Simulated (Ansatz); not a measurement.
Bi2Te3 (Bi2Te3 type, space group R-3m)

```xyz
5
Lattice="2.1936 1.2665 10.0953 -2.1936 1.2665 10.0953 0.0000 -2.5329 10.0953" Properties=species:S:1:pos:R:3 pbc="T T T"
Bi     0.0000     0.0000    12.1187
Bi     0.0000     0.0000    18.1671
Te     0.0000     0.0000     0.0000
Te     0.0000     0.0000     6.3402
Te     0.0000     0.0000    23.9456
```

This relaxed cell (volume V₀) is scaled evenly in all directions, its shape held. The atoms relax within the cell's symmetry.

Method: PBE-D3(BJ) (plane waves to 420 eV, PAW, scalar-relativistic; Ansatz, an electronic-structure program). k mesh 9×9×9 (Γ-centred), Fermi-Dirac smearing 0.05 eV. The energy includes the smearing's −TS. Compression counts positive. With the shape held, the modulus is that of even scaling; a crystal free to change shape is softer. Bi2Te3 was relaxed with its symmetry unable to fall. Spin-orbit coupling is left out, though Bi and Te are heavy. ΔE is measured from the relaxed starting cell.

```tsv
V (Å³/atom)	ΔE (meV/atom)
30.289	52.2
31.130	27.5
31.971	11.4
32.813	withheld
33.654	0.0
34.495	2.3
35.337	8.7
36.178	18.3
37.020	30.4
```

Fit a third-order Birch-Murnaghan form (E₀, V₀, B₀, B₀′ free) to the given rows and predict ΔE at V = 32.813.

Least squares on the 8 given rows: ΔE = E₀ + (9V₀B₀/16)·y²·[2 + (B₀′ − 4)y], y = (V₀/V)^(2/3) − 1, with V₀ = 33.659 Å³/atom, B₀ = 37.48 GPa (160.2 GPa = 1 eV/Å³; the term in eV is multiplied by 1000), B₀′ = 7.00, E₀ = 0.06 meV/atom; root-mean-square residual 0.06 meV/atom. At 32.813 the fit gives 2.7 meV/atom; the calculation gives 2.7 meV/atom, the same to the digits shown. For the pressure the fit gives 1.04 GPa against the computed 1.05 GPa.

(A scan under strain: stresses follow from slopes of the energy per volume, elastic moduli from its curvatures.)
